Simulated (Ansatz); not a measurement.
# YbCo3B2 with crystal.symmetry, basis.ecutwfc changed

All numbers are calculated (PBEsol, collinear spin, no spin-orbit coupling; Ansatz, PAW set soft_2, 420 eV, k-mesh 9×9×10), not measured. These are the settings of the reference run.

Cell:

```
Yb Co B
1.0
     4.96962    0.00000    0.00000
    -2.48481    4.30382    0.00000
     0.00000    0.00000    2.90398
Yb Co B
1 3 2
Direct
  0.00000 0.00000 0.00000
  0.50000 0.00000 0.50000
  0.50000 0.50000 0.50000
  0.00000 0.50000 0.50000
  0.33333 0.66667 0.00000
  0.66667 0.33333 0.00000
```

The reference run of this cell is solved again as a single point with these keys changed:

| key | reference run | changed run |
| --- | --- | --- |
| crystal.symmetry | not typed | {detect: false} |
| basis.ecutwfc | 420 | 250 eV |

How does the changed run end?



```
                                    quantity  reference run  changed run
energy, changed less reference (meV an atom)              0       2422.6
                              pressure (GPa)            0.0          3.4
                        largest force (eV/Å)           0.00         0.00
                        gap on the mesh (eV)           0.00         0.00
```

The energy moves by 2423 meV an atom (14.54 eV for the cell). It took 18 iterations.

Caveats: the reference run: 4f shell without a U, which puts 4f levels too near the Fermi level; the reference run: net starting moment lost; the reference run: open f or d shells may hold a state above the lowest; a single point, atoms not relaxed again; the changed cutoff lies under the advised one, so the shift is an error of the basis.
